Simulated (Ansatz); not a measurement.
BP (zinc blende, F-43m) under volume change, LDA in the plane-wave PAW code Ansatz, scaled uniformly.

| V (Å³/atom) | E − E(relaxed) (meV/atom) | P (GPa) |
|---|---|---|
| 10.301 | 58.2 | 19.74 |
| 10.641 | 24.6 | 12.19 |
| 10.981 | 5.8 | 5.65 |
| 11.320 | 0.0 | -0.01 |
| 11.660 | 5.4 | -4.92 |
| 11.999 | 20.4 | -9.18 |
| 12.339 | 43.9 | -12.87 |

Q: What does a third-order Birch–Murnaghan fit give for V₀, B₀ and B′?

A: V₀ = 11.32 Å³/atom, B₀ = 176 GPa, B′ = 3.8.

The LDA relaxation kept the symmetry of its start.

Potentials: the earlier of the program's two PAW sets. The files were generated under PBE; for other functionals the program regenerates the frozen cores, and for LDA and PBEsol the local potential too.
